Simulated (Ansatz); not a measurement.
# Thermal properties of Hf3TiN4 from its phonons

Method: DFT PBE, scalar-relativistic, plane waves, PAW (Ansatz). Plane waves to 420 eV; Γ-centred k mesh 8×8×8; Fermi-Dirac smearing of 0.15 eV. No spin polarisation. Phonons by linear response, acoustic sum rule imposed.

Relaxed structure:
```cif
data_structure
_symmetry_space_group_name_H-M 'Pm-3m'
_symmetry_Int_Tables_number 221
_cell_length_a 4.4917
_cell_length_b 4.4917
_cell_length_c 4.4917
_cell_angle_alpha 90.000
_cell_angle_beta 90.000
_cell_angle_gamma 90.000
_cell_volume 90.62
loop_
_atom_site_label
_atom_site_type_symbol
_atom_site_symmetry_multiplicity
_atom_site_Wyckoff_symbol
_atom_site_fract_x
_atom_site_fract_y
_atom_site_fract_z
_atom_site_occupancy
Hf1 Hf 3 d 0.50000 0.00000 0.00000 1
Ti1 Ti 1 b 0.50000 0.50000 0.50000 1
N1 N 3 c 0.00000 0.50000 0.50000 1
N2 N 1 a 0.00000 0.00000 0.00000 1
```

The cell was found from a structure generator's guess, not taken from experiment. In a metal, frequencies and elastic constants depend on the k mesh and the smearing, soft modes and shear constants most. Spin–orbit coupling is left out, which matters for heavy elements. The q mesh is coarse, so values between its points are rough.

Force constants from linear response on a 2×2×2 q mesh, interpolated to a fine mesh.

Phonon density of states, in bins of 10 cm⁻¹:
bin centre (cm⁻¹), share of modes (%) and a bar:
```
        5        0.0
       15        0.0
       25        0.0
       35        0.1
       45        0.1 #
       55        0.2 #
       65        0.3 #
       75        0.4 ##
       85        0.6 ###
       95        1.1 #####
      105        4.4 ###################
      115        5.0 ######################
      125        6.6 #############################
      135        6.3 ############################
      145        3.0 #############
      155        5.6 #########################
      165        6.2 ############################
      175        3.3 ###############
      185        1.5 #######
      195        1.4 ######
      205        2.3 ##########
      215        1.6 #######
      225        0.0
      235        0.0
      245        0.0
      255        0.0
      265        0.0
      275        0.0
      285        0.0
      295        0.0
      305        0.0
      315        0.0
      325        0.0
      335        0.0
      345        0.0
      355        0.0
      365        0.0
      375        0.3 #
      385        2.2 ##########
      395        4.5 ####################
      405        5.4 ########################
      415        0.0
      425        0.0
      435        0.0
      445        0.0
      455        0.0
      465        0.0
      475        0.7 ###
      485        3.0 #############
      495        4.6 ####################
      505        5.6 #########################
      515        5.5 ########################
      525        5.5 ########################
      535        6.8 ##############################
      545        5.8 ##########################
      555        0.1
```

**Question.** What is the zero-point energy per atom?

**Answer.** 58.8 meV.

**Question.** How large are the vibrational entropy and heat capacity at 300 K?

**Answer.** S = 2.67 k_B and C_V = 2.41 k_B per atom, 80 % of the Dulong–Petit value.

**Question.** Tabulate them against temperature.

**Answer.**
```
T (K)  F_vib (meV/atom)  S (k_B/atom)  C_V (k_B/atom)
  100              56.7          0.71            1.13
  200              45.9          1.78            1.96
  300              26.6          2.67            2.41
  400               0.4          3.39            2.63
  500             -31.5          3.99            2.75
  600             -68.1          4.50            2.82
  700            -108.9          4.94            2.87
  800            -153.1          5.33            2.90
  900            -200.5          5.67            2.92
 1000            -250.7          5.98            2.93
```
